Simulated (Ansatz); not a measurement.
Relaxed candidate structures of PtSe2:

A. P6₃/mmc (No. 194), hP6; a = b = 3.6532 Å, c = 11.1404 Å, α = β = 90.00°, γ = 120.00°; Se 4e (0.000, 0.000, 0.122); Pt 2d (0.667, 0.333, 0.250)

B. P-3m1 (No. 164), hP3, CdI2 type; a = b = 3.739 Å, c = 4.630 Å, α = β = 90.00°, γ = 120.00°; Pt 1a (0.000, 0.000, 0.000); Se 2d (0.333, 0.667, 0.272)

C. P-6m2 (No. 187), hP6; a = b = 3.563 Å, c = 10.264 Å, α = β = 90.00°, γ = 120.00°; Se 2h (0.333, 0.667, 0.353); Pt 1f (0.667, 0.333, 0.500); Se 2i (0.667, 0.333, 0.145); Pt 1a (0.000, 0.000, 0.000)

Question: Put the candidates in order of energy per atom, lowest first, for PBEsol-D3(BJ) (plane waves to 420 eV, PAW, scalar-relativistic; Ansatz, a program for electronic structure).

Answer: B (reference, the lowest among the structures calculated here), C (+0.39 eV/atom), A (+0.49 eV/atom)

Each run could gain symmetry but not lose that of its start, so entries can be saddle points. From databases, or of a type measured for this composition: P-3m1, hP3, CdI2 type; the others are generated cells (placed on structure types, drawn at random, substituted or restacked) that were not matched to a known phase here. Energies are at zero temperature and pressure, without zero-point motion. No spin polarisation in the result.
